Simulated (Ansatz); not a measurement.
The elements of this relaxed trial crystal are hidden behind letters.

```
lattice vectors (Å)
   3.0634    0.0000    0.0000
  -1.5317    2.6530    0.0000
   0.0000    0.0000   15.0721
fractional positions
X 0.6667 0.3333 0.6687
X 0.3333 0.6667 0.3313
X 0.6667 0.3333 0.1652
X 0.0000 0.0000 0.0000
X 0.3333 0.6667 0.8348
Z 0.0000 0.0000 0.5000
Q 0.3333 0.6667 0.5837
Q 0.6667 0.3333 0.4163
Q 0.0000 0.0000 0.2499
Q 0.3333 0.6667 0.0833
Q 0.6667 0.3333 0.9167
Q 0.0000 0.0000 0.7501
```

Level of theory: DFT PBE, scalar-relativistic, plane waves, PAW in Ansatz 0.2.0. Plane waves to 420 eV, a 12×12×4 mesh through Γ for the 12-atom cell and 0.10 eV Gaussian smearing; no spin polarisation.

| Quantity | Value |
| --- | --- |
| Space group | P-3m1 (No. 164) |
| Conventional cell | a = 3.063 Å, c = 15.072 Å |
| Volume per atom | 10.21 Å³ |
| Density | 6.71 g/cm³ |
| Formation energy | −0.70 eV/atom |
| Gap on the 12×12×4 mesh of the 12-atom cell | 0 eV (a metal) |

Energies are uncorrected and count from the elements' standard states at the same level.

Question: X is a d-block element of period 4, Z is a d-block element of period 6 and Q is a p-block element of period 2. Which elements are they?

Answer: X = Ti, Z = W, Q = C, so the formula is Ti5WC6. Density times volume gives a mean mass of 6.71 × 10.21/1.6605 = 41.3 u per atom, and this set has 41.3 u. Ti on a site of symmetry 3m is surrounded by 6 C at 2.15–2.18 Å, 9 Ti at 3.06–3.07 Å and 3 W at 3.10 Å; W has 6 C at 2.17 Å, 6 W at 3.06 Å and 6 Ti at 3.10 Å; C on its first site is surrounded by 3 W at 2.17 Å and 3 Ti at 2.18 Å; 4 more sites not described. Other sets within the hints have nearly the same mass, so mass alone doesn't settle it; this one was computed.

Spin–orbit coupling, which can matter for W, is left out. Symmetry constrained the relaxation, so the result can be a saddle point.
